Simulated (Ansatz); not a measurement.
MgTiNO:
```
CELL_PARAMETERS angstrom
      2.99349     0.00000     0.00000
      0.00000     2.99349     0.00000
      0.00000     0.00000    17.21506
ATOMIC_POSITIONS crystal
  Ti 0.50000 0.00000 0.81887
  N  0.00000 0.50000 0.81265
  Ti 0.00000 0.50000 0.93830
  N  0.50000 0.00000 0.93821
  Ti 0.50000 0.00000 0.06170
  N  0.00000 0.50000 0.06179
  Ti 0.00000 0.50000 0.18113
  N  0.50000 0.00000 0.18735
  Mg 0.50000 0.00000 0.31365
  O  0.00000 0.50000 0.31401
  Mg 0.00000 0.50000 0.43800
  O  0.50000 0.00000 0.43797
  Mg 0.50000 0.00000 0.56200
  O  0.00000 0.50000 0.56203
  Mg 0.00000 0.50000 0.68635
  O  0.50000 0.00000 0.68599
```

Relaxed with PBE. Special points in fractions of this cell's reciprocal vectors: Γ (0.000, 0.000, 0.000); X (0.000, 0.500, 0.000); M (0.500, 0.500, 0.000); Z (0.000, 0.000, 0.500); R (0.000, 0.500, 0.500); A (0.500, 0.500, 0.500).

List the band energies nearest the Fermi level at these points for DFT-PBE in the program Ansatz with PAW potentials.

In eV from the Fermi level; about four levels below and three above (degenerate sets whole), none deeper than 8.9 eV; points with the same levels are listed once.

```tsv
k	below	above
Γ	-1.50 -0.83 -0.18 -0.18	0.68 0.82 0.93
X	-4.03 -4.03 -4.02 -4.02	1.12 1.12 1.43 1.43
M	-2.33 -2.33 -0.36 -0.36	1.45 1.45 1.98 1.98
Z	-1.50 -0.83 -0.18 -0.18	0.68 0.93 1.02
R	-4.03 -4.03 -4.02 -4.02	1.12 1.12 1.44 1.44
A	-2.32 -2.32 -0.37 -0.37	1.45 1.45 1.99 1.99
```

Space group P4/nmm. The start of the workflow was typed in or built on a structure type; neither database checked (COD, Materials Project) lists it. Its standing as an ambient phase is unchecked. The cell was relaxed with PBE under the symmetry of its start; its stability against distortions is not shown here. The workflow began spin-polarised and lost its moments. The compound may be a true metal, but semilocal functionals without U, or a wrong spin order, can also close a gap.

Potentials: the earlier of the program's two PAW sets.
